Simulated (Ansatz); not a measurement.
This cell of MoSi2 (MoSi2 type, space group I4/mmm) is off equilibrium:

```xyz
3
Lattice="-1.6085 1.6085 3.9366 1.6085 -1.6085 3.9366 1.6085 1.6085 -3.9366" Properties=species:S:1:pos:R:3 pbc="T T T"
Mo     0.0000     0.0000     0.0000
Si    -0.2702    -0.2702     2.3682
Si     0.0000     0.0000     5.2348
```

Computed with PBE (plane waves to 420 eV, PAW, scalar-relativistic; Ansatz, a program for electronic structure). k mesh 16×16×16 (Γ-centred), Fermi-Dirac smearing 0.05 eV. The energy includes the smearing's −TS. Stress and pressure are positive under compression. With partly filled bands, energies and forces of such displacements shift with the k mesh and the smearing. MoSi2 is run without spin polarisation. MoSi2 was relaxed with its symmetry unable to fall. The PAW data are Ansatz's earlier set.

Predict the force on every atom, in eV/Å.


| atom | Fx | Fy | Fz |
|---|---|---|---|
| Mo1 | -0.590 | -0.590 | -1.099 |
| Si2 | 2.527 | 2.527 | 3.447 |
| Si3 | -1.936 | -1.936 | -2.347 |

What is the stress tensor (GPa)?


```
    9.0      9.7      4.4
    9.7      9.0      4.4
    4.4      4.4     12.2
```
The pressure, a third of the trace, is 10.1 GPa.

In it atom 2 sits (-0.270, -0.270, -0.270) Å away from its relaxed site. What is its energy relative to the relaxed cell?

1034 meV/cell.

(A displaced cell: forces are minus the slopes of the energy, force constants its curvatures, and phonons follow from these.)
